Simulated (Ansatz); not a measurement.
Ansatz input

```yaml
crystal:
  lattice:
    - [3.0989080413, 0.0, 0.0]
    - [-1.5494540206, 2.6837330877, 0.0]
    - [0.0, 0.0, 10.0984235491]
  atoms:
    - { symbol: Li, position: [1.0, 1.0, 1.0] }
    - { symbol: Li, position: [1.0, 1.0, 0.5] }
    - { symbol: Li, position: [0.3333333333, 0.6666666667, 0.25] }
    - { symbol: Li, position: [0.6666666667, 0.3333333333, 0.75] }
hamiltonian:
  xc: r2scan
  pseudopotentials:
    kind: paw
    azcp:
      Li: "pseudopotentials/Li.paw.azcp"
basis:
  ecutwfc: 500
  fft_grid_basis: typed
kpoints:
  mp_grid: { grid: [15, 15, 4], shift: [0, 0, 0] }
magnetization:
  spin_polarized: false
scf:
  occupations: { method: fermi_dirac, width: 0.1 }
output:
  write_density: true
  write_potential: true
  elf: true
  volumetric_format: npy
```

Output

```
Engine: ansatz 0.2.0, x86_64-unknown-linux-gnu
Pseudopotentials: kind: paw
Pseudopotential: Li, paw, valence charge 3, recommended cutoff 500 eV (meta_gga) 
Functional definition: r2SCAN
  parameter k0 = 0.174
  parameter k1 = 0.065
  parameter a1 = 4.9479
  exchange = r2scan_x(k0 = k0, k1 = k1, a1 = a1)
  correlation = r2scan_c
Crystal: 4 atoms, lattice volume = 83.985 Å³
Basis set: ecut = 500 eV, 2161 PW (Γ), exchange–correlation on 96×96×300 points (64 copies of the dense FFT grid, shifted against one another)
Bands: 10, of which v1, the nominal top of the filled ones, is band 6 counted from 1 (5 counted from 0)
Symmetry: 24 space group operations
Space group: P63/mmc (ITA 194), of the structure as read, at distance tolerance 4.4e-5 Å
k-points: 81 of 900
Non-local potential: Li, projectors of the file, l = 0: 3, l = 1: 2, l = 2: 1
PAW form: soft (Blöchl's): semilocal exchange-correlation on the pseudo side does not see the compensation charge
PAW one-centre angular grid: Li, 302 points (default); XC on 327 of its mesh's 2665 points in the sphere
Initial density: superposition of atomic densities (neutral atoms: chi_scale 0, normalization atom), corrected by the library's trained network
Initial wavefunctions: pseudopotential atomic-orbital guess
Functional: x = r2scan, c = r2scan; τ floored in thin density (d = 2e-4 eV/Å³)
SCF iter   1: F=—  HF=-820.569081 eV  |F-HF|=—  |Δ(HF+E_count)|=         —  Δρ=2.24e-3  dr2=1.27e-3  dr2_τ=1.27e-3  ethr=1.77e-3  ⟨swp⟩=4.1  Hψ=4430  notcnv=0
SCF iter   2: F=—  HF=-820.567931 eV  |F-HF|=—  |Δ(HF+E_count)|=   1.15e-3  Δρ=1.16e-3  dr2=4.20e-4  dr2_τ=3.40e-5  ethr=1.06e-5  ⟨swp⟩=2.0  Hψ=2268  notcnv=0
SCF iter   3: F=—  HF=-820.568102 eV  |F-HF|=—  |Δ(HF+E_count)|=   1.71e-4  Δρ=1.35e-4  dr2=1.12e-5  dr2_τ=1.45e-6  ethr=3.50e-6  ⟨swp⟩=2.0  Hψ=1307  notcnv=0
SCF iter   4: F=—  HF=-820.568115 eV  |F-HF|=—  |Δ(HF+E_count)|=   1.33e-5  Δρ=2.58e-5  dr2=1.92e-6  dr2_τ=1.31e-8  ethr=9.30e-8  ⟨swp⟩=2.0  Hψ=1314  notcnv=0
iter 5 did not close the SCF: its close was put off for the readings that it lacked (scf_convergence_deferred on its scf_iter line)
SCF iter   5: F=-820.568115 eV  HF=-820.568115 eV  |F-HF|=9.50e-9  |Δ(HF+E_count)|=   5.09e-7  Δρ=5.40e-6  dr2=2.38e-8  dr2_τ=1.77e-9  ethr=1.60e-8  ⟨swp⟩=1.9  Hψ=930  notcnv=0
SCF iter   6: F=-820.568115 eV  HF=-820.568115 eV  |F-HF|=1.38e-10  |Δ(HF+E_count)|=   2.03e-8  Δρ=9.44e-7  dr2=4.07e-10  dr2_τ=5.18e-11  ethr=1.98e-10  ⟨swp⟩=1.0  Hψ=2537  notcnv=0
SCF 1 converged in 6 iterations: F = -820.568115 eV  dr2 = 4.07e-10
SCF converged after 6 iterations
Free energy (F): -820.568115 eV
Harris-Foulkes:  -820.568115 eV  (|F-HF|=1.38e-10)
Internal energy: -820.507485 eV  (E = F + TS)
E sigma→0 (E₀):  -820.537800 eV
Entropy (-TS):   -0.060630 eV (-15.157 meV/atom)
Fermi energy:    0.956627 eV
--- Per-component energies (eV) ---
  E_band       = -379.594341
  E_kinetic    = 84.531945
  E_local      = -533.356727  (includes V_loc(G=0)·N_el)
  E_nonlocal   = -133.312567
  E_hartree    = 158.609784
  E_xc         = -38.354041
  E_vxc        = -54.651070  (∫ρ·V_xc dr)
  E_paw        = -87.268526  (= ΣΔE_a)
  E_vpaw       = -63.337919  (= ΣTr[D̂ρ^β])
  E_aug_tail   = -0.000402  (compensation charges beyond the density's cutoff)
  E_vtau       = 3.313015  (kinetic-family band-sum trace: ∫τ·v_τ [+ j·A + Jᵃ·Aᵃ] dr)
  E_ewald      = -271.356950
  E_smearing   = -0.060630  (= −TS)
  E_closure    = 0.000000  (closes the sum)
  Σ components = -820.568115   (vs F -820.568115, Δ=0.00e0)
--- Band table (eV; the first three rows and the last of 81) ---
  k-point 0: bands = ["-47.1947", "-47.1866", "-47.1860", "-47.1779", "-2.9184", "-1.6998", "-1.6989", "0.9920", "3.9742", "9.4519"]
  k-point 1: bands = ["-47.1941", "-47.1895", "-47.1831", "-47.1785", "-2.8419", "-2.2309", "-1.0260", "0.5641", "4.5793", "7.5746"]
  k-point 2: bands = ["-47.1922", "-47.1922", "-47.1803", "-47.1803", "-2.6126", "-2.6126", "-0.2382", "-0.2382", "5.9114", "5.9114"]
  k-point 80: bands = ["-47.1744", "-47.1744", "-47.1737", "-47.1737", "2.6195", "2.6195", "3.3016", "3.3016", "3.5714", "3.5714"]
```

Launched by

```sh
ansatz run input.yaml --threads 1 --pin off --max-ram 3584MiB --backend cpu --events-out ev --progress --plain --runs-dir out
```

On 1 thread of Intel(R) Xeon(R) Platinum 8259CL CPU @ 2.50GHz (Skylake/Cascade Lake) (shared host) this took about 10 s of wall time and 9.9 s of CPU time.
